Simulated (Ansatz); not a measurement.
Relaxation path: fcc Pt (110), 4 layers

DFT, PBE, PAW with Ansatz's default frozen-core files, scalar-relativistic (Ansatz 0.2.0); a Γ-centred 14×10×1 k mesh, Fermi–Dirac smearing of 0.1 eV, no spin polarisation. The run relaxes the atoms in the fixed cell.

Command: `ansatz run input.yaml --threads 1 --pin off --max-ram 3584MiB --backend cpu --events-out ev --progress --plain --runs-dir out` It took 4.6 min on 1 thread of Arm Neoverse V2 (shared host), peak memory 0.6 GiB.

```yaml
crystal:
  lattice:
    - [2.8085470212, 0.0, 0.0]
    - [0.0, 3.971885288, 0.0]
    - [0.0, 0.0, 20.2128]
  atoms:
    - { symbol: Pt, position: [0.25, 0.25, 0.3957882992] }
    - { symbol: Pt, position: [0.75, 0.75, 0.4652627661] }
    - { symbol: Pt, position: [0.25, 0.25, 0.5347372335] }
    - { symbol: Pt, position: [0.75, 0.75, 0.6042117008] }
kpoints:
  mp_grid: { grid: [14, 10, 1] }
scf:
  occupations: { method: fermi_dirac, width: 0.1 }
hamiltonian:
  xc: pbe
  pseudopotentials: { kind: paw }
output:
  forces: true
  stress: true
  eigenvalues: true
relax:
  f_tol: 0.01
  max_steps: 40
efield:
  axis: 3
  amplitude: 0
  dipole_correction: true
```

Each step lists its free energy a cell above the last geometry, and Cartesian positions (Å) with forces (eV/Å).

The first step:

```
step 1  dF = 160.54 meV
  Pt 0.7021 0.9930 8.0000   0.0000 0.0000 0.6716
  Pt 2.1064 2.9789 9.4043   0.0000 0.0000 -0.7817
  Pt 0.7021 0.9930 10.8085   0.0000 0.0000 0.7817
  Pt 2.1064 2.9789 12.2128   0.0000 0.0000 -0.6716
```

Spin–orbit coupling is left out, which matters for the heavy atoms. The cell is 1×1, so reconstructions are forbidden, and in slabs of four or five layers the relaxations can be far larger than at a real surface.

Problem. Where does the relaxation end, and by which steps?

Solution. After 8 geometries, with a shortest distance of 2.694 Å. The further steps:
```
step 2  dF = 45.63 meV
  Pt 0.7021 0.9930 8.1950   0.0000 0.0000 -0.6012
  Pt 2.1064 2.9789 9.2926   0.0000 0.0000 -0.2648
  Pt 0.7021 0.9930 10.9202   0.0000 0.0000 0.2648
  Pt 2.1064 2.9789 12.0178   0.0000 0.0000 0.6012
step 3  dF = 0.90 meV
  Pt 0.7021 0.9930 8.1259   0.0000 0.0000 -0.0067
  Pt 2.1064 2.9789 9.2663   0.0000 0.0000 0.0591
  Pt 0.7021 0.9930 10.9465   0.0000 0.0000 -0.0591
  Pt 2.1064 2.9789 12.0869   0.0000 0.0000 0.0067
step 4  dF = 0.14 meV
  Pt 0.7021 0.9930 8.1240   0.0000 0.0000 -0.0100
  Pt 2.1064 2.9789 9.2753   0.0000 0.0000 0.0215
  Pt 0.7021 0.9930 10.9375   0.0000 0.0000 -0.0215
  Pt 2.1064 2.9789 12.0888   0.0000 0.0000 0.0100
step 5  dF = 0.23 meV  (not accepted)
  Pt 0.7021 0.9930 8.1152   0.0000 0.0000 0.0325
  Pt 2.1064 2.9789 9.2848   0.0000 0.0000 -0.0100
  Pt 0.7021 0.9930 10.9280   0.0000 0.0000 0.0100
  Pt 2.1064 2.9789 12.0976   0.0000 0.0000 -0.0325
step 6  dF = 0.14 meV
  Pt 0.7021 0.9930 8.1240   0.0000 0.0000 -0.0098
  Pt 2.1064 2.9789 9.2753   0.0000 0.0000 0.0214
  Pt 0.7021 0.9930 10.9375   0.0000 0.0000 -0.0214
  Pt 2.1064 2.9789 12.0888   0.0000 0.0000 0.0098
step 7  dF = 0.22 meV  (not accepted)
  Pt 0.7021 0.9930 8.1153   0.0000 0.0000 0.0322
  Pt 2.1064 2.9789 9.2848   0.0000 0.0000 -0.0100
  Pt 0.7021 0.9930 10.9280   0.0000 0.0000 0.0100
  Pt 2.1064 2.9789 12.0975   0.0000 0.0000 -0.0322
step 8  dF = 0.00 meV
  Pt 0.7021 0.9930 8.1214   0.0000 0.0000 -0.0015
  Pt 2.1064 2.9789 9.2800   0.0000 0.0000 0.0028
  Pt 0.7021 0.9930 10.9328   0.0000 0.0000 -0.0028
  Pt 2.1064 2.9789 12.0914   0.0000 0.0000 0.0015
```
